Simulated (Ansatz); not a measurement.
Structures of Si₃Ge: which is lowest?

Plane-wave DFT in Ansatz with scalar-relativistic PAW potentials, cutoff 500 eV, Γ-centred meshes chosen by cell and gap, Gaussian smearing with energies taken to zero width. Every cell was relaxed (cell and atoms) in a run of its own, within the symmetry of its start. Functional: r2SCAN.

Relaxed structures (starts from databases or built by putting these elements on another compound's sites):
A. Cmmm, 8 atoms in the computed cell, a = 4.919 Å, b = 5.487 Å, c = 9.594 Å; sites (symmetry × multiplicity) Si m2m × 4 + m2m × 4 + mm2 × 4, Ge mm2 × 4; start: built
B. Pm-3m, 4 atoms in the computed cell, a = 3.957 Å; sites (symmetry × multiplicity) Si 4/mm.m × 3, Ge m-3m × 1; start: built

Question: Rank them by energy. Could pressure change the order?

Answer:
| structure | group | E − E(lowest) (meV/atom) | V (Å³/atom) | gap on mesh (eV) |
| --- | --- | --- | --- | --- |
| A | Cmmm | 0.0 | 16.19 | 0.00 |
| B | Pm-3m | 354 | 15.49 | 0.00 |

A is lowest, 354 meV/atom under B. B is denser by 0.70 Å³/atom, so pressure favours it: ΔE/ΔV, with ΔE in eV and 1 eV/Å³ = 160.2 GPa, gives about 81 GPa for equal enthalpy if both cells were rigid; at such pressures compression changes ΔV much, so this is a scale only. Other structures may lie lower than all of these, and vibrations aren't counted.